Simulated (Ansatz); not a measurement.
One crystal and one scan (energy over volume and axial ratio) at two levels, r2SCAN (plane waves to 500 eV, PAW, scalar-relativistic; Ansatz, an electronic-structure program) and PBE (plane waves to 420 eV, PAW, scalar-relativistic; Ansatz), each from its own relaxed cell and on its own mesh. The cell shown is that of r2SCAN.

SrO (rock salt)

```
CELL_PARAMETERS angstrom
      0.00000     2.57997     2.57997
      2.57997     0.00000     2.57997
      2.57997     2.57997     0.00000
ATOMIC_POSITIONS crystal
  O  0.00000 0.00000 0.00000
  Sr 0.50000 0.50000 0.50000
```

The relaxed cell is deformed in two ways at once: its volume V is scaled, and at that volume it is stretched along z (the c axis of the conventional cell) so that c/a changes. Fractional atomic positions are held.

Energies are smeared free energies. SrO was relaxed with its symmetry unable to fall. Percentages come from the unrounded values. Both scans cover V/V₀ from 0.960 to 1.040 and (c/a)/(c/a)₀ from 0.880 to 1.120.

Results of r2SCAN:

```
Quantity                                                     Value
-----------------------------------------------------------  -----
Lattice constant a (Å)                                       5.160
Shear modulus C′ = (C11 − C12)/2 (fit, atoms clamped) (GPa)     67
```

Task: Estimate the PBE values.

Result: 
| quantity | PBE | r2SCAN − PBE |
|---|---|---|
| Lattice constant a (Å) | 5.195 | -0.035 (-0.7 %) |
| Shear modulus C′ = (C11 − C12)/2 (fit, atoms clamped) (GPa) | 56 | +11 (+19 %) |

r2SCAN gives the higher value for: shear modulus C′. r2SCAN gives the lower value for: lattice constant a. Neither level is exact: the differences show how much the result hangs on the functional.

(Under strain, the slope of the energy per volume gives the stress and its curvature an elastic modulus.)
